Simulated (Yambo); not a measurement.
K2PdBr4 (space group P4/mmm, No. 123); a = b = 7.4324 Å, c = 4.3321 Å, α = β = γ = 90.00°. With the G0W0 scissor the direct gap on the mesh is 3.29 eV. Axes are Cartesian, with cell vectors (Å) (7.43, 0.00, 0.00), (0.00, 7.43, 0.00), (0.00, 0.00, 4.33).

Question: Does this run resolve the lowest exciton, and if so, what are its energy and binding? (Yambo, PBEsol bands; 4×4×4 mesh, 16 valence and 8 conduction bands, static screening with 120 bands and a 3 Ry block, scissor 2.15 eV, Tamm-Dancoff.)

Answer: The mesh holds a bound state, but the numbers are provisional. These are vertical excitations (zero momentum). The lowest state lies at 1.46 eV (dark for light along x), the direct quasiparticle gap on this mesh at 3.29 eV. Its binding energy, counted from that gap, is 1.83 eV; it spreads over about 58 k points of the mesh. Convergence with the mesh was not shown. All of the lowest states computed are dark for this polarisation. The scissor comes from a G0W0 run whose convergence isn't established. Spin-orbit splittings are left out.

Geometry of the Materials Project entry, not relaxed at this level.
